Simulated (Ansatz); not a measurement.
# Diamond alloy of Si and Sn (16 of 64 Si sites exchanged), 64 atoms

Ansatz, PAW, plane waves. PBEsol relaxation of volume and atoms (shape held) at the single k point (½, ½, ½); single points on the relaxed atoms at the Γ point alone, onto which points of the small cell's zone fold. Arrangement: unlike neighbours preferred. No spin–orbit coupling unless named.

Relaxed structure:

```
CELL_PARAMETERS angstrom
11.42212 0.00000 0.00000
0.00000 11.42212 0.00000
0.00000 0.00000 11.42212
ATOMIC_POSITIONS crystal
Si 0.99423 0.99674 0.99025
Si 0.00814 0.49088 0.99962
Si 0.99258 0.49142 0.50057
Si 0.50129 0.99497 0.00454
Si 0.49455 0.00297 0.50181
Si 0.51143 0.48979 0.00102
Si 0.12346 0.12507 0.64369
Si 0.12636 0.62379 0.10734
Si 0.61911 0.13194 0.11301
Si 0.60973 0.12576 0.62372
Si 0.62540 0.62435 0.11190
Si 0.62467 0.62357 0.64243
Si 0.25227 0.26194 0.99870
Si 0.24081 0.76074 0.99989
Si 0.26030 0.75935 0.49790
Si 0.75273 0.25003 0.99675
Si 0.73951 0.75364 0.00001
Si 0.38465 0.36933 0.11942
Si 0.37549 0.37123 0.64009
Si 0.36729 0.88153 0.11743
Si 0.37586 0.87839 0.62352
Si 0.88309 0.36686 0.11467
Si 0.87846 0.37751 0.63446
Si 0.86994 0.87442 0.10857
Si 0.88392 0.87318 0.63343
Si 0.26223 0.99544 0.25200
Si 0.24422 0.99156 0.74681
Si 0.24775 0.48542 0.75396
Si 0.74601 0.49277 0.74974
Si 0.38395 0.11706 0.36623
Si 0.36820 0.63319 0.38153
Si 0.88261 0.13336 0.36713
Si 0.87946 0.13312 0.88066
Si 0.87977 0.61443 0.38091
Si 0.99388 0.25721 0.25076
Si 0.00111 0.25256 0.75887
Si 0.00486 0.75983 0.75355
Si 0.49731 0.24301 0.24077
Si 0.50775 0.25556 0.74809
Si 0.50213 0.75750 0.74753
Si 0.10885 0.37393 0.37571
Si 0.12566 0.37282 0.87669
Si 0.14572 0.87591 0.37263
Si 0.12297 0.87833 0.87363
Si 0.61247 0.36700 0.36245
Si 0.63172 0.37079 0.87365
Si 0.61937 0.88380 0.38514
Si 0.61516 0.87025 0.88306
Sn 0.00782 0.00220 0.49874
Sn 0.49646 0.50061 0.50505
Sn 0.12573 0.12462 0.12743
Sn 0.12831 0.62459 0.62200
Sn 0.24994 0.24522 0.50119
Sn 0.74762 0.25042 0.49942
Sn 0.75164 0.74682 0.50767
Sn 0.24878 0.49937 0.24764
Sn 0.74818 0.00573 0.24477
Sn 0.74573 0.00265 0.75526
Sn 0.75175 0.49553 0.24182
Sn 0.37611 0.12395 0.87201
Sn 0.37448 0.62398 0.87763
Sn 0.87445 0.62434 0.87659
Sn 0.00343 0.74878 0.24592
Sn 0.49740 0.75245 0.24621
```

What are the mean bond lengths by pair (pairs within 1.2 times the sum of covalent radii, less contacts 15 % beyond the pair's median; cation–cation pairs of compounds aside; long ionic contacts are cut short by that bound)?

Si–Si 2.382 ± 0.027 Å (standard deviation, 64 bonds); Si–Sn 2.571 ± 0.022 Å (standard deviation, 64 bonds).

What gap lies between the top filled and the lowest empty level in the single points?

HSE06 0.93 eV (4.1 min on 7 threads of Neoverse-V2). An indirect band minimum needn't fold onto Γ of this cell; where it doesn't, these gaps are too wide.
